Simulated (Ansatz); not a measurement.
An Ansatz (a quantum-chemistry and plane-wave program) run. Input:

Ansatz 0.2 input:
```yaml
crystal:
  lattice:
    - [0.0, 4.0884111848, 4.2538622805]
    - [2.3780544438, 0.0, 4.2538622805]
    - [2.3780544438, 4.0884111848, 0.0]
  atoms:
    - { symbol: Ti, position: [0.5, 0.5, 0.5] }
    - { symbol: Ti, position: [0.75, 0.75, 0.75] }
    - { symbol: Si, position: [0.8366632783, 0.1633367217, 0.8366632783] }
    - { symbol: Si, position: [0.1633367217, 0.8366632783, 0.1633367217] }
    - { symbol: Si, position: [0.4133367217, 0.0866632783, 0.4133367217] }
    - { symbol: Si, position: [0.0866632783, 0.4133367217, 0.0866632783] }
kpoints:
  mp_grid: { grid: [11, 11, 11] }
hamiltonian:
  xc: pbesol
  pseudopotentials: { azcp: { folder: ./paw }, kind: paw }
scf:
  occupations: { method: fermi_dirac, width: 0.1 }
phonons:
  method: dfpt
  response_accuracy: low
  eigenvectors: true
  rigid_motions: translations
```

Output (shortened):

```
Pseudopotential: Ti, paw, valence charge 12
Pseudopotential: Si, paw, valence charge 4
Functional definition: PBEsol
Crystal: 6 atoms, lattice volume = 82.716 Å³
Basis set: ecut = 420 eV, 1609 PW (Γ), exchange–correlation on 80×80×80 points (8 copies of the dense FFT grid, shifted against one another)
Bands: 26, of which v1, the nominal top of the filled ones, is band 20 counted from 1 (19 counted from 0)
Symmetry: 8 space group operations
k-points: 366 of 1331 (irreducible under 2 space group operations, time reversal used)
SCF iter   1: F=—  HF=-7438.530920 eV  |F-HF|=—  |Δ(HF+E_count)|=         —  Δρ=3.79e-2  dr2=2.07e0  ethr=3.10e-3  ⟨swp⟩=6.3  Hψ=44986  notcnv=0
preconditioner: auto → Kerker (q_TF=auto, 2.417 Å⁻¹)
SCF iter   2: F=—  HF=-7438.097611 eV  |F-HF|=—  |Δ(HF+E_count)|=   4.33e-1  Δρ=2.36e-2  dr2=7.31e-1  ethr=3.10e-3  ⟨swp⟩=1.7  Hψ=12931  notcnv=0
SCF iter   3: F=—  HF=-7437.837402 eV  |F-HF|=—  |Δ(HF+E_count)|=   2.60e-1  Δρ=2.38e-3  dr2=3.84e-3  ethr=1.83e-3  ⟨swp⟩=2.1  Hψ=16142  notcnv=0
SCF iter   4: F=—  HF=-7437.836274 eV  |F-HF|=—  |Δ(HF+E_count)|=   1.13e-3  Δρ=7.40e-4  dr2=4.17e-4  ethr=9.60e-6  ⟨swp⟩=2.3  Hψ=15654  notcnv=0
SCF iter   5: F=—  HF=-7437.836206 eV  |F-HF|=—  |Δ(HF+E_count)|=   6.74e-5  Δρ=1.39e-4  dr2=1.30e-5  ethr=1.04e-6  ⟨swp⟩=2.0  Hψ=11404  notcnv=0
SCF iter   6: F=—  HF=-7437.836201 eV  |F-HF|=—  |Δ(HF+E_count)|=   4.62e-6  Δρ=2.31e-5  dr2=3.42e-7  ethr=3.25e-8  ⟨swp⟩=2.5  Hψ=14134  notcnv=0
SCF iter   7: F=—  HF=-7437.836202 eV  |F-HF|=—  |Δ(HF+E_count)|=   1.13e-7  Δρ=4.42e-6  dr2=1.49e-8  ethr=8.55e-10  ⟨swp⟩=2.1  Hψ=16901  notcnv=0
SCF iter   8: F=—  HF=-7437.836202 eV  |F-HF|=—  |Δ(HF+E_count)|=   4.99e-9  Δρ=4.50e-7  dr2=2.77e-10  ethr=3.72e-11  ⟨swp⟩=2.0  Hψ=13858  notcnv=0
SCF iter  10: F=-7437.836202 eV  HF=-7437.836202 eV  |F-HF|=0.00e0  |Δ(HF+E_count)|=  2.73e-12  Δρ=1.16e-8  dr2=7.02e-14  ethr=1.00e-12  ⟨swp⟩=5.1  Hψ=35905  notcnv=0
the search or the solves at the SCF's close seem to have found levels that the self-consistency loop had missed (the run counts 2) …
SCF 1 converged in 10 iterations: F = -7437.836202 eV  dr2 = 7.02e-14
DFPT response loops at Γ: preconditioner auto → Kerker (q_TF=auto, 2.417 Å⁻¹) (partly filled bands, converged f_vac=0.000) …
SCF converged after 10 iterations
Free energy (F): -7437.836202 eV
Harris-Foulkes:  -7437.836202 eV  (|F-HF|=0.00e0)
Internal energy: -7437.764052 eV  (E = F + TS)
E sigma→0 (E₀):  -7437.800127 eV
Entropy (-TS):   -0.072149 eV (-12.025 meV/atom)
Fermi energy:    12.719341 eV
--- Per-component energies (eV) ---
  E_band       = -207.757127
  E_kinetic    = 737.040182
  E_local      = -2120.159942  (includes V_loc(G=0)·N_el)
  E_nonlocal   = 214.554128
  E_hartree    = 903.019857
  E_xc         = -462.533675
  E_vxc        = -492.236361  (∫ρ·V_xc dr)
  E_paw        = -4025.206049  (= ΣΔE_a)
  E_vpaw       = -352.994849  (= ΣTr[D̂ρ^β])
  E_aug_tail   = -0.000006  (compensation charges beyond the density's cutoff)
  E_ewald      = -2684.883559
  E_core_change = 0.405012  (= ΣΔE_core)
  E_smearing   = -0.072149  (= −TS)
  E_closure    = 0.000000  (closes the sum)
  Σ components = -7437.836202   (vs F -7437.836202, Δ=0.00e0)
  [band-id]    e_kinetic+e_local+e_nonlocal+2·e_hartree+e_vxc+e_vpaw+e_augmentation_tail = -207.757134   (vs E_band -207.757127, Δ=-7.18e-6)
--- Band table (eV; the first three rows and the last of 366) ---
  k-point 0: bands = ["-43.2271", "-43.1957", "-19.7414", "-19.7197", "-19.6405", "-19.6247", "-19.6043", "-19.5986", "0.0408", "5.9406", "7.0380", "7.2514", "7.6366", "8.8871", "8.9974", "10.1520", "10.3978", "10.6877", "10.9479", "11.3422", "11.7615", …
  k-point 1: bands = ["-43.2266", "-43.1962", "-19.7409", "-19.7196", "-19.6428", "-19.6247", "-19.6041", "-19.5985", "0.1294", "5.8234", "6.5681", "7.1869", "7.9242", "8.9247", "9.1248", "10.1407", "10.3232", "10.6402", "11.2721", "11.3642", "11.7430", …
  k-point 2: bands = ["-43.2252", "-43.1975", "-19.7404", "-19.7183", "-19.6496", "-19.6245", "-19.6039", "-19.5977", "0.3906", "5.5343", "5.8098", "7.1245", "7.9885", "8.8391", "9.5973", "9.8054", "10.7059", "10.8093", "11.4940", "11.5646", "11.8936", …
  k-point 365: bands = ["-43.2116", "-43.2110", "-19.7096", "-19.7072", "-19.6650", "-19.6606", "-19.6009", "-19.5991", "2.1371", "2.1512", "6.4857", "7.1047", "7.8791", "8.6501", "9.8510", "10.3272", "10.5129", "10.8031", "11.7495", "11.8388", "14.0056", …
--- Phonons (Γ-DFPT): 6 representative perturbations + reference, on 366 of 1331 k-points (Σ response iterations 18) ---
  ASR residual: 7.303e-4 → 0.000e0 eV/Å²; symmetrization residual: 5.724e-5 eV/Å²
  ASR residual per site (eV/Å²): 7.30e-4 7.30e-4 3.71e-5 3.71e-5 3.71e-5 3.71e-5
  Γ frequencies (cm⁻¹): 0.00 0.00 0.00 189.86 195.48 212.15 242.90 257.80 265.36 268.72 284.90 302.61 321.69 348.58 376.42 392.99 412.94 440.26
  non-analytic LO–TO correction: not included (Born effective charges unavailable; polar crystals: no LO–TO splitting at Γ)
```

Cost: about 4 core-minutes (a rough figure) on shared cores.

Space group Fddd. The PBEsol relaxation kept the symmetry of its start. No spin polarisation was allowed. As this level gives no gap, phonon frequencies hold no LO–TO term and depend on the k-mesh and smearing (Fermi–Dirac, 0.1 eV here).

Potentials: the earlier of the program's two PAW sets. The files were generated under PBE; for other functionals the program regenerates the frozen cores, and for LDA and PBEsol the local potential too.

Ansatz is a plane-wave DFT program.
